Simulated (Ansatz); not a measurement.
What DFT gives for MgI$_{2}$

```
CELL_PARAMETERS angstrom
4.18013 0.00000 0.00000
-2.09006 3.62010 0.00000
0.00000 0.00000 6.90566
ATOMIC_POSITIONS crystal
Mg 0.00000 0.00000 0.00000
I 0.33330 0.66670 0.75763
I 0.66670 0.33330 0.24237
```

Level: PBE, no spin polarisation; 420 eV; 7×7×4 Γ-centred mesh; fermi-dirac occupations (width 0.1 eV); Ansatz 0.2.0, fixed geometry.

(1) What do density and ELF say about some of the short contacts?

(2) Is the cell too large or too small?

(3) What is the formation energy?

(4) What is the band gap?

(5) Where is the largest force?

Origin: a database entry at a rescaled volume. Caveats: no spin-orbit coupling, which can shift this gap by tenths of an eV.

## Answers

(1) Mg–I at 2.94 Å: least valence density 0.14 e/Å³ and ELF 0.07 there, a closed-shell (ionic or weak) contact. These are pseudo-fields; inside the PAW spheres they differ from the all-electron ones.

(2) The pressure is 0.7 GPa (compression positive), so with the atoms held at these fractions the cell would first expand.

(3) -1.06 eV an atom against the elements' usual phases (free molecules for gases, crystals otherwise, with no correction for O₂ or N₂), so it is bound against them; other compounds may still compete. Relaxing would lower it.

(4) The gap is 3.50 eV, indirect (the least direct gap found is 3.63 eV). A semilocal functional usually gives too small a gap.

(5) The largest is on I2 (and as large on other atoms): 0.05 eV/Å, components (0.00, 0.00, 0.05). It makes 55° with the line to a nearest neighbour, Mg1 at 2.94 Å.
